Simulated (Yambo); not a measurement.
RPA spectrum of a free-standing WS2 monolayer (symmetry P-6m2, slab cell 16.1 Å high) on PBEsol bands in Yambo (24×24×1 mesh, 38 bands, 2 Ry local-field block, 0.2 eV broadening; field along x). CGrdSpXd merges neighbouring transition energies to save time; the report line [X-CG] gives the poles kept by one of the 4 MPI tasks, and where the merging fails may depend on that split.

```
CGrdSpXd asked (%)  share reached (%)  poles used (one task)  static α (Å)  largest change of Im α (% of its maximum)              rough time
------------------  -----------------  ---------------------  ------------  -----------------------------------------  ----------------------
100                               100                   4499          6.21                                        0.0                       1
70                                 69                   3149          6.21                                        0.0  within a factor of two
30                                 29                   1336          6.21                                        0.3               about 1/2
15                                  0                      3          6.43                                         22               about 1/4
5                                   0                      3          6.43                                         22               about 1/5
```

All runs end normally. In the runs at 15 %, 5 % few poles are left or the spectrum changes by over a quarter of its peak, and no warning says so. Times are rough ratios from shared machines. The k mesh wasn't tested; the rows compare only with each other.

Spin-orbit coupling is not included.

Geometry relaxed with PBEsol; primitive cell a = 3.146 Å, b = 3.146 Å, c = 16.100 Å, α = 90.00°, β = 90.00°, γ = 120.00°.
